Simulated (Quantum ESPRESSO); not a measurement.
Kohn-Sham bands of GaN (wurtzite)

```
CELL_PARAMETERS angstrom
      3.18893     0.00000     0.00000
     -1.59446     2.76169     0.00000
      0.00000     0.00000     5.19236
ATOMIC_POSITIONS crystal
  Ga 0.66667 0.33333 0.49908
  Ga 0.33333 0.66667 0.99908
  N  0.66667 0.33333 0.87592
  N  0.33333 0.66667 0.37592
```

Cell from Materials Project (mp-804), symmetrised, no further relaxation. COD (Crystallography Open Database) has the formula in 2 space groups, this one among them (matched by group alone). Method: PBEsol plane waves in Quantum ESPRESSO 7.5 (PseudoDojo norm-conserving files, 68 Ry, spinors with spin-orbit coupling), Bloch states on a 6×6×4 mesh through Γ, Wannier90 4.0.1. Density: 12×12×6 mesh, cold smearing 0.01 Ry.

Energies are relative to the valence-band maximum; weights are on the orthonormalised atomic waves of the pseudopotential files, averaged over the group. 36 electrons a cell are treated as valence.

### Question
Into which isolated groups do the bands fall, where do they lie and what are they made of?

### Answer
```json
[
 {"bands": "1–4", "from (eV)": "-15.95", "to (eV)": "-14.87", "filling": "filled", "weight on atomic waves": "Ga 3d 40 %, N 2s 39 %, Ga 4p 14 %"},
 {"bands": "5–24", "from (eV)": "-13.74", "to (eV)": "-11.12", "filling": "filled", "weight on atomic waves": "Ga 3d 90 %, N 2s 5 %"},
 {"bands": "25–36", "from (eV)": "-7.10", "to (eV)": "0.00", "filling": "filled", "weight on atomic waves": "N 2p 70 %, Ga 4p 15 %, Ga 4s 9 %"}
]
```

The Kohn-Sham gap over both meshes and the path is 1.88 eV.
